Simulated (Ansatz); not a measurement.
YSb:
Space group Fm-3m (No. 225); a = b = c = 6.117 Å, α = β = γ = 90.00°

```json
[
 {"atom": "Y", "site": "4b", "symmetry": "m-3m", "x": "0.5000", "y": "0.5000", "z": "0.5000"},
 {"atom": "Sb", "site": "4a", "symmetry": "m-3m", "x": "0.0000", "y": "0.0000", "z": "0.0000"}
]
```
(The calculation used a cell of 2 atoms; values per cell refer to that cell.)

Relaxed with PBEsol.

Task: Which orbitals make up the states near the Fermi level in PBEsol in the plane-wave PAW code Ansatz?

Result: Within 0.5 eV of the Fermi level: Y 4d 56 %, Sb 5p 40 %. Projections are on Löwdin-orthogonalised atomic valence shells; empty p or d shells of many metals are not among them.

Task: Tabulate the density of states.

Result: States/eV per cell of 2 atoms, in 0.25 eV bins, energy from the Fermi level.

| E (eV) | total | Y 4d | Sb 5p | Y 5s |
|---|---|---|---|---|
| -7.85 | 0.00 | 0.00 | 0.00 | 0.00 |
| -7.60 | 0.00 | 0.00 | 0.00 | 0.00 |
| -7.35 | 0.00 | 0.00 | 0.00 | 0.00 |
| -7.10 | 0.00 | 0.00 | 0.00 | 0.00 |
| -6.85 | 0.00 | 0.00 | 0.00 | 0.00 |
| -6.60 | 0.00 | 0.00 | 0.00 | 0.00 |
| -6.35 | 0.00 | 0.00 | 0.00 | 0.00 |
| -6.10 | 0.00 | 0.00 | 0.00 | 0.00 |
| -5.85 | 0.00 | 0.00 | 0.00 | 0.00 |
| -5.60 | 0.00 | 0.00 | 0.00 | 0.00 |
| -5.35 | 0.00 | 0.00 | 0.00 | 0.00 |
| -5.10 | 0.00 | 0.00 | 0.00 | 0.00 |
| -4.85 | 0.00 | 0.00 | 0.00 | 0.00 |
| -4.60 | 0.00 | 0.00 | 0.00 | 0.00 |
| -4.35 | 0.05 | 0.01 | 0.03 | 0.01 |
| -4.10 | 0.36 | 0.09 | 0.20 | 0.06 |
| -3.85 | 0.64 | 0.15 | 0.36 | 0.10 |
| -3.60 | 1.12 | 0.26 | 0.65 | 0.16 |
| -3.35 | 1.57 | 0.35 | 0.95 | 0.21 |
| -3.10 | 1.99 | 0.36 | 1.34 | 0.20 |
| -2.85 | 1.15 | 0.20 | 0.82 | 0.07 |
| -2.60 | 0.65 | 0.16 | 0.42 | 0.03 |
| -2.35 | 1.61 | 0.44 | 1.08 | 0.03 |
| -2.10 | 2.02 | 0.66 | 1.26 | 0.03 |
| -1.85 | 3.33 | 1.30 | 1.93 | 0.03 |
| -1.60 | 3.70 | 1.46 | 2.15 | 0.02 |
| -1.35 | 2.12 | 0.77 | 1.29 | 0.01 |
| -1.10 | 1.56 | 0.52 | 1.00 | 0.01 |
| -0.85 | 1.07 | 0.32 | 0.72 | 0.00 |
| -0.60 | 0.50 | 0.18 | 0.30 | 0.00 |
| -0.35 | 0.32 | 0.13 | 0.17 | 0.00 |
| -0.10 | 0.28 | 0.15 | 0.13 | 0.00 |
| 0.15 | 0.31 | 0.19 | 0.11 | 0.00 |
| 0.40 | 0.39 | 0.27 | 0.10 | 0.00 |
| 0.65 | 0.51 | 0.38 | 0.10 | 0.01 |
| 0.90 | 0.70 | 0.54 | 0.11 | 0.01 |
| 1.15 | 0.97 | 0.78 | 0.12 | 0.02 |
| 1.40 | 1.10 | 0.88 | 0.13 | 0.03 |
| 1.65 | 1.32 | 1.06 | 0.14 | 0.04 |
| 1.90 | 1.65 | 1.34 | 0.15 | 0.07 |
| 2.15 | 1.97 | 1.60 | 0.15 | 0.09 |
| 2.40 | 2.09 | 1.72 | 0.14 | 0.07 |
| 2.65 | 3.07 | 2.52 | 0.20 | 0.13 |
| 2.90 | 3.83 | 3.09 | 0.22 | 0.28 |
| 3.15 | 4.80 | 3.73 | 0.31 | 0.49 |
| 3.40 | 2.68 | 1.85 | 0.23 | 0.42 |
| 3.65 | 3.24 | 2.57 | 0.43 | 0.09 |
| 3.90 | 1.80 | 1.07 | 0.35 | 0.12 |
| 4.15 | 1.85 | 0.92 | 0.33 | 0.15 |
| 4.40 | 2.26 | 1.01 | 0.40 | 0.13 |
| 4.65 | 1.87 | 0.80 | 0.34 | 0.10 |

The first step of the workflow began from a Materials Project structure, measured or hypothetical; the Crystallography Open Database files this formula in space group No. 225, but the cells were not matched. Its standing as an ambient phase is unchecked. Symmetry was held in the PBEsol relaxation; of distortions, only those at the zone centre were tested. No spin polarisation was allowed. Scalar-relativistic: spin–orbit coupling is off unless named, which matters more the heavier the elements.

Potentials: the later of the program's two PAW sets.
